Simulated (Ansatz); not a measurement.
Ti$_{5}$S$_{8}$:
```xyz
13
Lattice="5.7716 3.4400 0.0000 -5.7716 3.4400 0.0000 -5.7033 0.0000 5.9381" Properties=species:S:1:pos:R:3 pbc="T T T"
Ti    -2.8516     1.8195     2.9690
Ti    -2.8516     5.0605     2.9690
Ti    -2.8779     3.4400     0.0616
Ti    -2.8254     3.4400     5.8765
Ti     0.0000     0.0000     0.0000
S     -1.4223     3.4400     1.9754
S     -4.2810     3.4400     3.9626
S      1.4347     1.7145     1.0075
S     -7.1380     5.1655     4.9305
S     -7.1380     1.7145     4.9305
S      1.4347     5.1655     1.0075
S     -7.2477     3.4400     1.9623
S      1.5445     3.4400     3.9757
```

Relaxed with r²SCAN. Special points in fractions of this cell's reciprocal vectors: Γ (0.000, 0.000, 0.000); C (0.421, 0.421, 0.000); C2 (-0.421, 0.579, 0.000); Y2 (-0.500, 0.500, 0.000); M2 (-0.500, 0.500, 0.500); D (-0.255, 0.745, 0.500); D2 (0.255, 0.255, 0.500); A (0.000, 0.000, 0.500); L2 (0.000, 0.500, 0.500); V2 (0.000, 0.500, 0.000).

List the band energies nearest the Fermi level at these points for r²SCAN (plane waves, PAW; program Ansatz).

In eV from the Fermi level; about four levels below and three above (degenerate sets whole), none deeper than 8.9 eV; points with the same levels are listed once.

| k | below | above |
|---|---|---|
| Γ | -1.08 -1.07 -0.50 -0.47 -0.08 | 0.08 0.13 0.45 |
| C | -2.50 -2.40 -2.39 -0.19 | 0.02 0.12 0.30 |
| Y2 | -2.11 -0.27 -0.04 0.00 | 0.35 0.54 0.60 |
| M2 | -1.58 -0.96 -0.47 -0.44 | 0.25 0.26 0.57 |
| D | -2.56 -2.49 -2.30 -0.50 | 0.01 0.34 0.38 |
| A | -2.30 -2.26 -1.94 -0.86 | 0.11 0.16 0.30 |
| L2 | -2.04 -1.80 -0.68 -0.15 | 0.23 0.34 0.65 |
| V2 | -2.52 -2.33 -2.32 -0.68 | 0.16 0.21 0.29 |

Space group C2/m. The workflow started from a Materials Project entry (that database holds measured and hypothetical structures alike); the Crystallography Open Database copy checked does not list it. Whether it is the stable phase at ambient conditions was not checked. Symmetry was held in the r²SCAN relaxation; its stability against distortions is not shown here. The run is not spin-polarised.

Potentials: the later of the program's two PAW sets.
